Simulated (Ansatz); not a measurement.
An Ansatz (a program for electronic structure) run. Input:

Ansatz 0.2 input:
```yaml
crystal:
  lattice:
    - [3.8290376751, 0.0, 0.0]
    - [-1.9145188375, 3.3160438987, 0.0]
    - [0.0, 0.0, 6.2849610995]
  atoms:
    - { symbol: Sn, position: [0.0, 0.0, 0.0] }
    - { symbol: Se, position: [0.3333333333, 0.6666666667, 0.2503815747] }
    - { symbol: Se, position: [0.6666666667, 0.3333333333, 0.7496184253] }
kpoints:
  mp_grid: { grid: [8, 8, 5] }
hamiltonian:
  xc: r2scan
  dispersion: d4
  pseudopotentials: { kind: paw }
scf:
  occupations: { method: fixed }
checkpoint: { read: static.run }
output: { bader: true, populations: true }
```

Output (shortened):

```
Pseudopotentials: kind: paw
Pseudopotential: Sn, paw, valence charge 14
Pseudopotential: Se, paw, valence charge 16
Functional definition: r2SCAN
Crystal: 3 atoms, lattice volume = 79.802 Å³
Basis set: ecut = 500 eV, 1985 PW (Γ), exchange–correlation on 120×120×192 points (64 copies of the dense FFT grid, shifted against one another)
Bands: 28, of which v1, the nominal top of the filled ones, is band 23 counted from 1 (22 counted from 0)
Symmetry: 12 space group operations
Space group: P-3m1 (ITA 164), of the structure as read, at distance tolerance 4.3e-5 Å
k-points: 40 of 320
PAW frozen core: Sn, regenerated for the run's functional
PAW frozen core: Se, regenerated for the run's functional
Initial density: read from a saved state, or passed on in memory by an earlier SCF of this step, an earlier step, the calling program or the single point that …
Stability of the state it starts from, as read at its close in the unpolarized treatment …
Initial wavefunctions: pseudopotential atomic-orbital guess
Eigensolver: davidson
Functional: x = r2scan, c = r2scan; τ floored in thin density (d = 2e-4 eV/Å³)
iter 1 solved again at ethr=1.21e-7 eV; its pass at ethr=3.10e-3 eV (dr2=5.55e-5 eV) is discarded
SCF iter   1: F=—  HF=-16996.566097 eV  |F-HF|=—  |Δ(HF+E_count)|=         —  Δρ=3.18e-7  dr2=1.03e-10  dr2_τ=2.92e-12  ethr=1.21e-7  ⟨swp⟩=3.0  Hψ=7254  notcnv=0  defer=120
all-band conjugate gradients solve this SCF's bands
preconditioner: auto → Resta (q_TF=auto, 2.489 Å⁻¹)
SCF iter   2: F=-16996.566097 eV  HF=-16996.566097 eV  |F-HF|=3.64e-12  |Δ(HF+E_count)|=   2.36e-8  Δρ=1.30e-7  dr2=1.90e-11  dr2_τ=3.87e-12  ethr=1.00e-12  ⟨swp⟩=9.4  Hψ=5814  notcnv=0
SCF 1 converged in 2 iterations: F = -16996.566097 eV  dr2 = 1.90e-11
SCF converged after 2 iterations
Free energy (F): -16996.566097 eV
Harris-Foulkes:  -16996.566097 eV  (|F-HF|=3.64e-12)
Internal energy: -16996.566097 eV  (E = F + TS)
E sigma→0 (E₀):  -16996.566097 eV
Fermi energy:    7.301566 eV
--- Per-component energies (eV) ---
  E_band       = -914.881435
  E_kinetic    = 424.574087
  E_local      = -6181.471510  (includes V_loc(G=0)·N_el)
  E_nonlocal   = -1221.996093
  E_hartree    = 3159.918323
  E_xc         = -569.591464
  E_vxc        = -313.754118  (∫ρ·V_xc dr)
  E_paw        = -8014.935516  (= ΣΔE_a)
  E_vpaw       = 41.224837  (= ΣTr[D̂ρ^β])
  E_aug_tail   = -0.000426  (compensation charges beyond the density's cutoff)
  E_vtau       = 16.705021  (kinetic-family band-sum trace: ∫τ·v_τ [+ j·A + Jᵃ·Aᵃ] dr)
  E_ewald      = -4589.867602
  E_disp       = -0.401675  (pairwise vdW)
  E_core_change = -2.794221  (= ΣΔE_core)
  E_smearing   =  0.000000  (= −TS)
  E_closure    = 0.000000  (closes the sum)
  Σ components = -16996.566097   (vs F -16996.566097, Δ=0.00e0)
  [band-id]    e_kinetic+e_local+e_nonlocal+2·e_hartree+e_vxc+e_vpaw+e_augmentation_tail+e_vtau = -914.881557   (vs E_band -914.881435, Δ=-1.22e-4)
--- Band table (eV; the first three rows and the last of 40) ---
  k-point 0: bands = ["-40.1696", "-40.1696", "-40.1696", "-40.1696", "-40.1425", "-40.1425", "-40.1420", "-40.1420", "-40.1304", "-40.1302", "-14.5900", "-14.5900", "-14.5466", "-14.5366", "-14.5366", "-6.8983", "-5.2351", "1.2257", "6.7484", "6.7484", "7.0434", "7.0434", "7.1856", "8.7793", "10.9068", "12.3863", "12.3863", "15.9686"]
  k-point 1: bands = ["-40.1696", "-40.1696", "-40.1696", "-40.1696", "-40.1425", "-40.1425", "-40.1420", "-40.1420", "-40.1304", "-40.1302", "-14.5900", "-14.5900", "-14.5465", "-14.5366", "-14.5366", "-6.8476", "-5.3381", "1.4833", "6.4132", "6.7101", "6.7101", "7.0992", "7.0992", "9.3822", "10.9012", "12.3007", "12.3007", "16.1265"]
  k-point 2: bands = ["-40.1696", "-40.1696", "-40.1696", "-40.1696", "-40.1424", "-40.1424", "-40.1421", "-40.1421", "-40.1303", "-40.1302", "-14.5900", "-14.5900", "-14.5465", "-14.5366", "-14.5366", "-6.7511", "-5.5150", "1.9884", "5.4468", "6.6650", "6.6650", "7.1734", "7.1734", "10.0107", "10.8618", "12.1685", "12.1685", "16.0459"]
  k-point 39: bands = ["-40.1694", "-40.1693", "-40.1691", "-40.1691", "-40.1425", "-40.1424", "-40.1424", "-40.1422", "-40.1299", "-40.1299", "-14.6220", "-14.5944", "-14.5440", "-14.5295", "-14.5149", "-4.9423", "-4.7604", "0.0480", "3.0553", "3.4453", "4.0832", "6.6449", "6.8963", "9.6973", "12.4995", "12.7070", "13.9710", "15.3875"]
  band table: 28 of 28 bands, residual norms ≤ 1.0e-3 eV
--- Löwdin populations: 3 sites ---
  site symbol       q [e]
     0     Sn     13.2787
     1     Se     16.2948
     2     Se     16.2948
  spilling = 0.002864 (of n_electrons = 46.000000)
--- Bader charges: 3 sites ---
  site symbol  charge [e]  shift [e]
     0     Sn      1.3761     0.0022
     1     Se     -0.6881     0.0011
     2     Se     -0.6881     0.0011
  shift: an alarm, by how much a part of what the PAW files miss would move the charge. Where it is large, compare
  with a run on PAW files of another source; a small one proves nothing
  estimated error of the sums over rays = 4.6e-4 e
```

Cost: around 40 core-seconds (rough) on shared cores.

Symmetry was held in the r²SCAN+D4 relaxation. Spin–orbit coupling is left out wherever it is not named.

Potentials: the later of the program's two PAW sets.

Ansatz is a plane-wave DFT program.
